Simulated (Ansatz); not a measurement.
Molecular dynamics of rutile-structured SnO2

Computed with Ansatz (plane waves, PAW, 420 eV cutoff): PBE, scalar-relativistic, no spin polarisation, Γ-centred 2×3×2 mesh, 0.05 eV Gaussian smearing. The datasets are Ansatz's generated set soft_2.

The start was a prototype's sites filled with these elements; the Crystallography Open Database holds the compound in this structure.

A 2×1×2 supercell of the relaxed crystal (24 atoms) starts from its ideal positions with Maxwell–Boltzmann velocities for 900 K; NVT with a Langevin thermostat, time step 1.5 fs.

```xyz
24
Lattice="9.655 0.000 0.000 0.000 4.828 0.000 0.000 0.000 6.475" Properties=species:S:1:pos:R:3 pbc="T T T"
Sn    0.000    4.828    0.000
Sn    2.414    2.414    1.619
O     1.480    1.480    0.000
O     3.894    0.934    1.619
O     0.934    3.894    1.619
O     3.348    3.348    0.000
Sn    0.000    4.828    3.238
Sn    2.414    2.414    4.857
O     1.480    1.480    3.238
O     3.894    0.934    4.857
O     0.934    3.894    4.857
O     3.348    3.348    3.238
Sn    4.828    4.828    0.000
Sn    7.242    2.414    1.619
O     6.308    1.480    0.000
O     8.722    0.934    1.619
O     5.762    3.894    1.619
O     8.175    3.348    0.000
Sn    4.828    4.828    3.238
Sn    7.242    2.414    4.857
O     6.308    1.480    3.238
O     8.722    0.934    4.857
O     5.762    3.894    4.857
O     8.175    3.348    3.238
```

Question: How do temperature, potential energy and pressure develop over the first steps?

Answer: Kinetic energy flows into the lattice: the temperature goes from 862 K to a minimum of 399 K at 18 fs and stands at 539 K after 30 fs, with the potential energy 69 meV/atom over the start. Starting from the bottom of their wells, the modes swing together and trade kinetic for potential energy, and the thermostat adds or takes energy besides: kinetic plus potential energy has changed by 27 meV/atom at the last step. On so few atoms its random kicks make the temperature jump from step to step. The run is far too short for thermal averages. The temperature counts 3N degrees of freedom, and the pressure holds the kinetic part.

```
t (fs)  T (K)  E_pot − E_pot(0) (meV/atom)  P (GPa)  rms shift (Å)
   0.0    862                          0.0     0.89          0.000
   1.5    865                          1.3     0.98          0.014
   3.0    849                          5.2     1.14          0.028
   4.5    777                         11.2     1.32          0.042
   6.0    775                         19.0     1.65          0.055
   7.5    740                         28.2     1.98          0.068
   9.0    727                         38.2     2.35          0.080
  10.5    646                         48.5     2.64          0.091
  12.0    499                         57.6     2.78          0.101
  13.5    538                         65.6     3.07          0.110
  15.0    473                         72.1     3.17          0.118
  16.5    450                         75.8     3.18          0.124
  18.0    399                         77.6     3.06          0.129
  19.5    439                         78.3     2.98          0.134
  21.0    433                         77.9     2.81          0.138
  22.5    456                         76.7     2.64          0.142
  24.0    461                         75.3     2.43          0.145
  25.5    480                         73.7     2.21          0.147
  27.0    528                         72.1     2.00          0.150
  28.5    508                         70.6     1.70          0.152
  30.0    539                         69.3     1.47          0.153
```

Positions (Å) and forces (eV/Å) at t = 15.0 fs:

```xyz
24
Lattice="9.655 0.000 0.000 0.000 4.828 0.000 0.000 0.000 6.475" Properties=species:S:1:pos:R:3:forces:R:3 pbc="T T T"
Sn   -0.084    4.847   -0.002    0.427    0.874    0.293
Sn    2.475    2.393    1.652   -1.562   -0.030   -2.232
O     1.520    1.495   -0.108   -1.097   -0.915    2.307
O     3.909    0.865    1.722   -0.813    1.301   -1.799
O     0.788    3.904    1.557    1.347   -0.801    1.174
O     3.238    3.440   -0.042    0.729    0.063    0.601
Sn    0.047    4.818    3.298   -1.316    0.509   -1.699
Sn    2.350    2.409    4.858    1.198    1.334   -0.248
O     1.587    1.385    3.308   -0.371    0.512   -1.332
O     3.881    1.072    4.872    1.343   -1.134   -0.100
O     1.017    4.003    4.843   -0.075   -0.530    0.359
O     3.427    3.335    3.084   -0.717   -0.299    1.799
Sn    4.827    4.883    0.013   -0.731    0.635   -1.583
Sn    7.245    2.440    1.627    0.952    0.931   -0.191
O     6.472    1.521    0.011   -2.090   -1.323   -0.164
O     8.752    1.072    1.642    0.785   -1.081    0.225
O     5.740    3.921    1.476    0.874   -0.688    1.591
O     8.219    3.336   -0.038   -0.349    0.019    0.090
Sn    4.809    4.773    3.207    1.187    0.996    1.266
Sn    7.234    2.398    4.838   -0.182    0.954   -0.069
O     6.341    1.513    3.174   -0.936   -0.518    0.635
O     8.571    0.870    4.873    1.268   -0.499   -0.480
O     5.733    3.986    4.835    0.446   -0.651    0.082
O     8.259    3.299    3.302   -0.316    0.342   -0.524
```

The k-mesh is coarse, so small energy differences aren't converged.
